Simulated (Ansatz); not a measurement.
One crystal and one scan (frozen-phonon scan) at two levels, PBE (plane waves to 420 eV, PAW, scalar-relativistic; Ansatz, a quantum-chemistry and plane-wave program) and r2SCAN (plane waves to 500 eV, PAW, scalar-relativistic; Ansatz), each from its own relaxed cell and on its own mesh. The cell shown is that of PBE.

Relaxed Pd (fcc, Cu type):

```yaml
crystal:
  lattice:
    - [0.00000, 3.94276, 3.94276]
    - [1.97138, 1.97138, 3.94276]
    - [1.97138, 1.97138, 0.00000]
  atoms:
    - { symbol: Pd, position: [0.00000, 0.00000, 0.00000] }
    - { symbol: Pd, position: [0.50000, 0.00000, 0.00000] }
```

The atoms are displaced by Q × the pattern below (from a DFPT mode at X = (0.5, 0.5, 0.0), largest move 1; Q in Å), at fixed cell. It is one choice among 2 degenerate patterns. (q is in reciprocal vectors of the primitive cell; the cell shown is doubled to hold the pattern.)

| atom | x | y | z |
|---|---|---|---|
| Pd1 | 0.000 | 1.000 | 0.000 |
| Pd2 | 0.000 | -1.000 | 0.000 |

Pd is run without spin polarisation. Pd was relaxed with its symmetry unable to fall. With partly filled bands, energies and forces of such displacements shift with the k mesh and the smearing. Percentages come from the unrounded values. Both scans cover Q from -0.180 to 0.180 Å.

Results of PBE:

Lattice constant a (Å): 3.943
Energy at Q = 0.180 Å (meV/cell): 273
Harmonic wavenumber from the curvature (finite differences) (cm⁻¹ (negative: imaginary)): 147
Space group of the distorted cell: Cmcm (No. 63), lowered from Fm-3m
Symmetry of the curve: even: the same for both signs
Shape of the curve: a single well with its minimum at or next to zero displacement

### Question
Estimate the r2SCAN values.

### Answer
```tsv
quantity	r2SCAN	PBE − r2SCAN
Lattice constant a (Å)	3.908	+0.035 (+0.9 %)
Energy at Q = 0.180 Å (meV/cell)	288	-15 (-5 %)
Harmonic wavenumber from the curvature (finite differences) (cm⁻¹ (negative: imaginary))	150	-3 (-3 %)
```

PBE gives the higher value for: lattice constant a. PBE gives the lower value for: energy at Q = 0.180 Å; harmonic wavenumber from the curvature. Both give the same space group of the distorted cell: Cmcm (No. 63), lowered from Fm-3m. Neither level is exact: the differences show how much the result hangs on the functional.

(A displaced cell: forces are minus the slopes of the energy, force constants its curvatures, and phonons follow from these.)
